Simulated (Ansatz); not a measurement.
Values for one crystal, relaxed and computed with r²SCAN (plane waves, PAW; program Ansatz); other levels are named.

Volume per atom: 19.29 Å³
Electronic character: metallic (no gap)
Density of states at the Fermi level: 0.04 states/eV per atom (mean over ±0.08 eV)
Formation energy from the elements (no fitted shifts): -114 kJ/mol-atom

Task: Pick the material that matches.
A. CeP2Ru2, I4/mmm (Ce on 2a, P on 4e, Ru on 4d)
B. CaAl2Ge2, P-3m1 (Ca on 1a, Al on 2d, Ge on 2d)
C. ZrGeSe, P4/nmm (Zr on 2c, Ge on 2a, Se on 2c)
D. BeS, CsCl type

Result: C, ZrGeSe, P4/nmm (Zr on 2c, Ge on 2a, Se on 2c)

The workflow started from a Materials Project entry (that database holds measured and hypothetical structures alike); the Crystallography Open Database files this formula in space group No. 129, but the cells were not matched. Whether it is the stable phase at ambient conditions was not checked. The r²SCAN relaxation kept the symmetry of its start; whether a distortion lowers the energy is not shown. No spin polarisation was allowed. A small band overlap can be real or an error of a semilocal functional. The references are the lowest solids computed at this level, not always the standard phases. Spin–orbit coupling is left out wherever it is not named.

Potentials: the later of the program's two PAW sets.
